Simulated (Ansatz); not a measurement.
**LaH₃**

```xyz
4
Lattice="0.0000 2.7865 2.7865 2.7865 0.0000 2.7865 2.7865 2.7865 0.0000" Properties=species:S:1:pos:R:3 pbc="T T T"
La    0.0000    0.0000    0.0000
H     2.7865    2.7865    2.7865
H     4.1797    4.1797    4.1797
H     1.3932    1.3932    1.3932
```

Atoms are numbered in the order listed.

Structure from Materials Project entry mp-1018144 (possibly hypothetical), not relaxed further.

No spin–orbit coupling, which matters for the heavy atoms here.

All numbers are computed: DFT, PBEsol, all-electron LAPW, scalar-relativistic (Ansatz 0.2.0); DFT, PBEsol, PAW with Ansatz's default frozen-core files, scalar-relativistic (Ansatz 0.2.0).

For LAPW: a Γ-centred 13×13×13 k mesh, Fermi–Dirac smearing of 0.08 eV, basis error target 1 meV/atom, no spin polarisation. PAW takes a cutoff of 420 eV at this cell (files made with PBE, cores remade for this functional). The Ansatz runs share mesh, smearing and spin set-up. Values come from LAPW unless marked.

```
Density of states at the Fermi level (0.2 eV bin) : 0.03 states/eV per cell
Volume per atom                                   : 10.82 Å³
```

Problem. Give the computed value. Band gap.

Solution. None at this level of theory (metallic, semimetallic, or a small gap that the functional closes).

Problem. Give the computed value. Pressure at this cell.

Solution. -3.07 GPa.

Problem. Löwdin charges (with 0.02 e of the cell spilling out of the atomic basis, so their sizes and signs hang on that basis): what does the calculation give?

Solution. La1 0.46, H2 -0.14, H3 -0.15 e.

Problem. Predict this quantity. Bader charges (from the PAW run).

Solution. La1 +1.71, H2 -0.52, H3 -0.59 e.
